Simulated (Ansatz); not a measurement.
The start is a generated cell, HfO2 built in the polar-ZrO2 structure type. A full variable-cell relaxation at zero pressure is run with PBE (plane waves to 420 eV, PAW, scalar-relativistic; Ansatz, a quantum-chemistry and plane-wave program). First-step values are on the input's coarse k-mesh.

Ansatz input (later rounds restart from its end on a renewed k-mesh):
Ansatz 0.2 input:
```yaml
crystal:
  lattice:
    - [5.24151, 0, 0]
    - [0, 5.050185, 0]
    - [0, 0, 5.059154]
  atoms:
    - { symbol: Hf, position: [0.03, 0.267, 0.25] }
    - { symbol: Hf, position: [0.97, 0.733, 0.75] }
    - { symbol: Hf, position: [0.53, 0.733, 0.25] }
    - { symbol: Hf, position: [0.47, 0.267, 0.75] }
    - { symbol: O, position: [0.361, 0.068, 0.106] }
    - { symbol: O, position: [0.639, 0.932, 0.606] }
    - { symbol: O, position: [0.861, 0.932, 0.106] }
    - { symbol: O, position: [0.139, 0.068, 0.606] }
    - { symbol: O, position: [0.229, 0.537, 0] }
    - { symbol: O, position: [0.771, 0.463, 0.5] }
    - { symbol: O, position: [0.729, 0.463, 0] }
    - { symbol: O, position: [0.271, 0.537, 0.5] }
basis: { ecutwfc: 420, ecutrho_ratio: 4, xc_grid: 2, fft_grid_basis: typed }
kpoints: { mp_grid: { grid: [4, 4, 4] } }
hamiltonian:
  xc: pbe
  dispersion: none
  pseudopotentials: { azcp: { folder: ./paw }, kind: paw }
scf: { occupations: { method: fermi_dirac, width: 0.05 } }
relax: { f_tol: 0.01, max_steps: 100, cell: { stress_tol: 0.02 } }
output: { forces: true, stress: true }
```

| Quantity | Result |
|---|---|
| Initial pressure | +5.4 GPa (positive: the cell is compressed) |
| Energy released | 5 meV/atom |
| Shortest distances (start → end) | The closest pairs of elements (up to four, under 3.6 Å), start → end: Hf–O 2.04 → 2.05 Å; O–O 2.53 → 2.55 Å; Hf–Hf 3.42 → 3.44 Å |
| Band gap at the end | 4.39 eV, indirect (valence top at Γ, conduction bottom at k = (0.2, 0.4, 0.4)) (no spin-orbit coupling) |
| Optimiser moves | 6 |

The end point of the relaxation:

```cif
data_Hf4O8
_chemical_formula_sum 'Hf4 O8'
_space_group_name_H-M_alt 'Pca21'
_space_group_IT_number 29
_space_group_name_Hall 'P 2c -2ac'
_cell_length_a 5.29439
_cell_length_b 5.06979
_cell_length_c 5.10183
_cell_angle_alpha 90.000
_cell_angle_beta 90.000
_cell_angle_gamma 90.000
loop_
_atom_site_label
_atom_site_type_symbol
_atom_site_symmetry_multiplicity
_atom_site_Wyckoff_symbol
_atom_site_fract_x
_atom_site_fract_y
_atom_site_fract_z
_atom_site_occupancy
Hf1 Hf 4 a 0.03259 0.26630 0.24967 1
O1 O 4 a 0.36542 0.06761 0.10651 1
O2 O 4 a 0.27078 0.53720 0.49983 1
```

Final values are on a 5×5×5 k-mesh of the relaxed cell. No spin polarisation in the result.

The run could not lose the symmetry of its start.

The first start was generated by placing the elements on the sites of a structure type. Materials Project lists a structure of HfO2 in the same space group, Pca2₁ (No. 29); the sites were not compared with it, nor with measured phases.
